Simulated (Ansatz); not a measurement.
Suppose LiAg4 takes space group Pm-3m (No. 221), with Li on 1a; Ag on 3c and 1b.

Theory: Ansatz 0.2.0, DFT PBE, scalar-relativistic, plane waves, PAW. Cutoff 420 eV, Γ-centred mesh, Gaussian smearing, no spin polarisation.

Energies over the elements count from the elements' standard structures at the same level, with no fitted energy shifts.

**Question.** Which cell and coordinates does it relax to?

**Answer.**

Space group Pm-3m (No. 221). a = 5.160 Å, b = 5.160 Å, c = 5.160 Å, α = 90.00°, β = 90.00°, γ = 90.00°
```json
{"atom": "Li", "site": "1a", "symmetry": "m-3m", "x": "0.0000", "y": "0.0000", "z": "0.0000"}
{"atom": "Ag", "site": "3c", "symmetry": "4/mm.m", "x": "0.0000", "y": "0.5000", "z": "0.5000"}
{"atom": "Ag", "site": "1b", "symmetry": "m-3m", "x": "0.5000", "y": "0.5000", "z": "0.5000"}
```

Li is surrounded by 12 Ag at 3.65 Å; Ag on a site of symmetry 4/mmm is surrounded by 2 Ag at 2.58 Å, 4 Li at 3.65 Å and 8 Ag at 3.65 Å; Ag on a site of symmetry m-3m is surrounded by 6 Ag at 2.58 Å.

**Question.** And its energy and gap?

**Answer.** The formation energy is +0.47 eV/atom and the gap on the 8×8×8 mesh of the 5-atom cell is 0 eV (a metal). It can't be a ground state, since the elements alone are lower.

The last run used Gaussian smearing of 0.10 eV. A structure relaxed within its symmetry needn't be a true minimum.
